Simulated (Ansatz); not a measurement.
BiB:
```xyz
2
Lattice="0.0000 2.6384 2.6384 2.6384 0.0000 2.6384 2.6384 2.6384 0.0000" Properties=species:S:1:pos:R:3 pbc="T T T"
Bi     0.0000     0.0000     0.0000
B      2.6384     2.6384     2.6384
```

Relaxed with PBE. Special points in fractions of this cell's reciprocal vectors: Γ (0.000, 0.000, 0.000); X (0.500, 0.000, 0.500); U (0.625, 0.250, 0.625); K (0.375, 0.375, 0.750); L (0.500, 0.500, 0.500); W (0.500, 0.250, 0.750).

**Question.** List the band energies nearest the Fermi level at these points for PBE in the plane-wave PAW code Ansatz.

**Answer.** In eV from the Fermi level; about four levels below and three above (degenerate sets whole), none deeper than 8.9 eV; points with the same levels are listed once.

| k | below | above |
|---|---|---|
| Γ | -0.04 -0.04 -0.04 | 0.03 6.57 6.57 6.57 |
| X | -6.05 -4.04 -2.82 -2.82 | 4.07 8.41 8.41 |
| U | -6.49 -5.38 -2.01 -0.82 | 5.70 6.43 8.08 |
| L | -8.25 | 1.07 1.07 1.90 1.90 |
| W | -6.17 -4.77 -4.77 | 2.08 3.71 7.14 7.14 |

Space group Fm-3m (rock salt). The cell is a constructed one: a structure type filled with these elements; neither database checked (COD, Materials Project) lists it. Its standing as an ambient phase is unchecked. The cell was relaxed with PBE under the symmetry of its start; of distortions, only those at the zone centre were tested. Scalar-relativistic: spin–orbit coupling is off unless named, which matters more the heavier the elements.

Potentials: the later of the program's two PAW sets.
